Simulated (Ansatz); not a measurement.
This PdPt2Se6 structure is the end of a relaxation. The cell was found from a structure generator's guess, not taken from experiment.

Computed with Ansatz, DFT PBE, scalar-relativistic, plane waves, PAW. Cutoff 420 eV, Γ-centred mesh, Gaussian smearing, no spin polarisation.

```cif
data_structure
_symmetry_space_group_name_H-M 'P 1'
_symmetry_Int_Tables_number 1
_cell_length_a 7.2873
_cell_length_b 7.2873
_cell_length_c 7.2873
_cell_angle_alpha 52.921
_cell_angle_beta 52.921
_cell_angle_gamma 52.921
_cell_volume 228.23
loop_
_atom_site_label
_atom_site_type_symbol
_atom_site_fract_x
_atom_site_fract_y
_atom_site_fract_z
_atom_site_occupancy
Pd1 Pd 0.00000 0.00000 0.00000 1
Pt1 Pt 0.33328 0.33328 0.33328 1
Pt2 Pt 0.66672 0.66672 0.66672 1
Se1 Se 0.06988 0.73609 0.40323 1
Se2 Se 0.40323 0.06988 0.73609 1
Se3 Se 0.73609 0.40323 0.06988 1
Se4 Se 0.26391 0.59677 0.93012 1
Se5 Se 0.59677 0.93012 0.26391 1
Se6 Se 0.93012 0.26391 0.59677 1
```

The zero of energy is the elements' standard structures at the same level; no fitted shifts are applied.

Task: What space group does it have?

Result: R-3 (No. 148), with Pd and Pt ordered on cadmium iodide sites. Conventional cell: a = 6.494 Å, c = 18.746 Å. Around Pd lie 6 Se at 2.53 Å; Pt is surrounded by 6 Se at 2.53 Å; Se is surrounded by 2 Pt at 2.53 Å and 1 Pd at 2.53 Å.

Task: What is its formation energy per atom?

Result: −0.350 eV/atom. A negative formation energy is needed for stability but isn't enough: competing phases decide.

Task: Is it a metal?

Result: No, the gap on the 6×6×6 mesh is 0.56 eV.

The last run used a 6×6×6 mesh for its 9-atom cell and Gaussian smearing of 0.02 eV. No dispersion correction is applied, so the spacing and binding between layers, chains or molecules are poorly described. These runs have no spin–orbit coupling, which can matter for Pt. Kohn–Sham gaps at this level usually fall short of measured ones. The reference form of Se is held partly by dispersion forces, which this level lacks. A later test with randomly moved atoms came back to the same energy, though modes that don't fit the test's cell weren't probed.
